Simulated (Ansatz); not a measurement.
All numbers below come from DFT PBE, scalar-relativistic, plane waves, PAW in Ansatz 0.2.0. All cells share a 420 eV cutoff and Γ-centred k meshes spaced at most about 0.3 Å⁻¹ (about 0.25 or finer for metals, 2π included). No spin polarisation in the final relaxations.

These are static total energies at zero pressure. All come from trial cells, and lower structures may exist.

Task: These unrelaxed guesses for InBSe₂ are each relaxed within their symmetry. Order them by the energy at which they end, lowest first.
1.

```cif
data_structure
_symmetry_space_group_name_H-M 'P4/mmm'
_symmetry_Int_Tables_number 123
_cell_length_a 3.7319
_cell_length_b 3.7319
_cell_length_c 5.2777
_cell_angle_alpha 90.000
_cell_angle_beta 90.000
_cell_angle_gamma 90.000
_cell_volume 73.50
loop_
_atom_site_label
_atom_site_type_symbol
_atom_site_symmetry_multiplicity
_atom_site_Wyckoff_symbol
_atom_site_fract_x
_atom_site_fract_y
_atom_site_fract_z
_atom_site_occupancy
In1 In 1 a 0.00000 0.00000 0.00000 1
B1 B 1 d 0.50000 0.50000 0.50000 1
Se1 Se 1 b 0.00000 0.00000 0.50000 1
Se2 Se 1 c 0.50000 0.50000 0.00000 1
```

2.

```cif
data_structure
_symmetry_space_group_name_H-M 'P-3m1'
_symmetry_Int_Tables_number 164
_cell_length_a 3.7973
_cell_length_b 3.7973
_cell_length_c 5.8859
_cell_angle_alpha 90.000
_cell_angle_beta 90.000
_cell_angle_gamma 120.000
_cell_volume 73.50
loop_
_atom_site_label
_atom_site_type_symbol
_atom_site_symmetry_multiplicity
_atom_site_Wyckoff_symbol
_atom_site_fract_x
_atom_site_fract_y
_atom_site_fract_z
_atom_site_occupancy
In1 In 1 b 0.00000 0.00000 0.50000 1
B1 B 1 a 0.00000 0.00000 0.00000 1
Se1 Se 2 d 0.33333 0.66667 0.25000 1
```

Result: 2 (ends in P-3m1, 0 meV/atom), 1 (ends in P4/mmm, 242 meV/atom). Even the lowest end lies +0.33 eV/atom against the elements.

Cells relaxed within their symmetry can be saddle points. Some types were kept out of the candidates beforehand, so the set may lack a known form.
